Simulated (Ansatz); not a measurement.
Re:
```cif
data_Re6
_chemical_formula_sum 'Re6'
_space_group_name_H-M_alt 'P-6m2'
_space_group_IT_number 187
_space_group_name_Hall 'P -6 2'
_cell_length_a 2.76091
_cell_length_b 2.76091
_cell_length_c 13.35624
_cell_angle_alpha 90.000
_cell_angle_beta 90.000
_cell_angle_gamma 120.000
loop_
_atom_site_label
_atom_site_type_symbol
_atom_site_symmetry_multiplicity
_atom_site_Wyckoff_symbol
_atom_site_fract_x
_atom_site_fract_y
_atom_site_fract_z
_atom_site_occupancy
Re1 Re 2 g 0.00000 0.00000 0.33332 1
Re2 Re 2 h 0.33333 0.66667 0.16692 1
Re3 Re 1 a 0.00000 0.00000 0.00000 1
Re4 Re 1 f 0.66667 0.33333 0.50000 1
```

Relaxed with r²SCAN.

Question: Tabulate the valence density and the electron localisation function along the shortest Re–Re contact (2.73 Å), r²SCAN (plane waves, PAW; program Ansatz).

Answer: 

```tsv
distance from Re (Å)	density (e/Å³)	ELF
0.27	6.94	0.56
0.41	6.36	0.71
0.55	4.79	0.74
0.68	2.98	0.65
0.82	1.63	0.47
0.96	0.89	0.32
1.09	0.59	0.29
1.23	0.47	0.35
1.37	0.44	0.40
1.50	0.47	0.35
1.64	0.58	0.28
1.78	0.88	0.30
1.91	1.60	0.46
2.05	2.95	0.65
2.19	4.76	0.73
2.32	6.34	0.71
2.46	6.93	0.56
```

The density is the valence pseudo-density with augmentation charge, so density and ELF within about 1 Å of a nucleus are not all-electron values.

The start of the workflow was typed in or built on a structure type; neither database checked (COD, Materials Project) lists it. It is not the phase usual at ambient conditions (space group No. 194). Symmetry was held in the r²SCAN relaxation; its stability against distortions is not shown here. The run is not spin-polarised. Spin–orbit coupling is left out wherever it is not named.

Potentials: the later of the program's two PAW sets.
